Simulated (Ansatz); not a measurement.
**Is this Al5GaAs6 structure a true minimum?**

The cell was found from a structure generator's guess, not taken from experiment.

Theory: Ansatz 0.2.0, DFT PBE, scalar-relativistic, plane waves, PAW. Settings: cutoff 420 eV, Γ-centred mesh 6×6×4 on the computed 12-atom cell, Gaussian smearing of 0.02 eV; no spin polarisation.

The cell below (12 atoms, space group P31m (No. 157)) is relaxed within its symmetry.

```cif
data_structure
_symmetry_space_group_name_H-M 'P 1'
_symmetry_Int_Tables_number 1
_cell_length_a 7.0028
_cell_length_b 7.0028
_cell_length_c 6.6482
_cell_angle_alpha 90.000
_cell_angle_beta 90.000
_cell_angle_gamma 120.000
_cell_volume 282.34
loop_
_atom_site_label
_atom_site_type_symbol
_atom_site_fract_x
_atom_site_fract_y
_atom_site_fract_z
_atom_site_occupancy
Al1 Al 0.33363 0.33363 0.99941 1
Al2 Al 0.00000 0.66637 0.99941 1
Al3 Al 0.66637 0.00000 0.99941 1
Al4 Al 0.66667 0.33333 0.49995 1
Al5 Al 0.33333 0.66667 0.49995 1
Ga1 Ga 0.00000 0.00000 0.50057 1
As1 As 0.33414 0.33414 0.37378 1
As2 As 0.00000 0.66586 0.37378 1
As3 As 0.66586 0.00000 0.37378 1
As4 As 0.66667 0.33333 0.87400 1
As5 As 0.33333 0.66667 0.87400 1
As6 As 0.00000 0.00000 0.87598 1
```

For the test it was strained at random (σ = 1.5 % a component), the atoms were moved at random (σ = 0.05 Å), and all was relaxed again on a coarse 2×3×3 mesh (in the run’s order of axes) with 0.10 eV smearing, with no symmetry imposed.

**Question.** What happens?

**Answer.** It returns, within 1 meV/atom of the unmoved cell on that mesh and with the same symmetry when read at 0.1 Å. So it is stable against the distortions that fit this cell and that this random move excites. Modes that don't fit the cell aren't tested.
